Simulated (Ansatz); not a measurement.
**AlN (wurtzite): energy over volume and axial ratio**

AlN (wurtzite)

```xyz
4
Lattice="3.1298 0.0000 0.0000 -1.5649 2.7105 0.0000 0.0000 0.0000 5.0173" Properties=species:S:1:pos:R:3 pbc="T T T"
Al     1.5649     0.9035     0.0169
Al     0.0000     1.8070     2.5256
N      1.5649     0.9035     3.1199
N      0.0000     1.8070     0.6113
```

The relaxed cell is deformed in two ways at once: its volume V is scaled, and at that volume it is stretched along z (the c axis of the conventional cell) so that c/a changes. Fractional atomic positions are held.

Calculation: PBE (plane waves to 420 eV, PAW, scalar-relativistic; Ansatz, an electronic-structure program). k mesh 12×12×7 (Γ-centred), Fermi-Dirac smearing 0.05 eV. The energy includes the smearing's −TS. Compression counts positive. As the atoms are clamped, bonds stretch with the cell, which overstates energies and stresses. AlN was relaxed with its symmetry unable to fall. The PAW data are Ansatz's earlier set. ΔE is measured from the relaxed starting cell.

ΔE (kJ/mol of atoms), with V/V₀ across and (c/a)/(c/a)₀ down:

```tsv
(c/a)/(c/a)₀ \ V/V₀	0.960	0.973	0.987	1.000	1.013	1.027	1.040
0.920	7.18	6.48	6.04	5.83	5.85	6.08	6.50
0.947	3.63	3.01	2.63	2.50	2.58	2.87	3.35
0.973	1.65	1.05	0.71	0.60	0.71	1.03	1.54
1.000	1.06	0.46	0.11	0.00	0.11	0.42	0.93
1.027	1.73	1.09	0.71	0.56	0.63	0.92	1.39
1.053	3.52	2.82	2.37	2.16	2.18	2.40	2.82
1.080	6.33	5.53	5.00	4.70	4.64	4.78	5.13
```

P (GPa), with V/V₀ across and (c/a)/(c/a)₀ down:

```
(c/a)/(c/a)₀ \ V/V₀  0.960  0.973  0.987  1.000  1.013  1.027  1.040
-------------------  -----  -----  -----  -----  -----  -----  -----
0.920                  9.7    6.6    3.8    1.1   -1.4   -3.8   -6.0
0.947                  8.9    5.8    3.0    0.3   -2.2   -4.6   -6.8
0.973                  8.5    5.5    2.6   -0.1   -2.5   -4.9   -7.1
1.000                  8.6    5.5    2.7    0.0   -2.5   -4.8   -7.0
1.027                  9.0    6.0    3.1    0.4   -2.1   -4.5   -6.7
1.053                  9.8    6.7    3.8    1.1   -1.4   -3.8   -6.0
1.080                 10.9    7.8    4.8    2.1   -0.5   -2.9   -5.1
```

Summary:

| Quantity | Result |
|---|---|
| Modulus against c/a change at fixed volume, (3/4V)·∂²E/∂(ln c/a)² (fit, atoms clamped) | 191 GPa, an upper bound as the atoms could relax |
| Lowest place on the grid | V/V₀ = 1.000, (c/a)/(c/a)₀ = 1.000 (0.0 meV/atom) |
| Highest place on the grid | V/V₀ = 0.960, (c/a)/(c/a)₀ = 0.920 (74.4 meV/atom) |

(Under strain, the slope of the energy per volume gives the stress and its curvature an elastic modulus.)
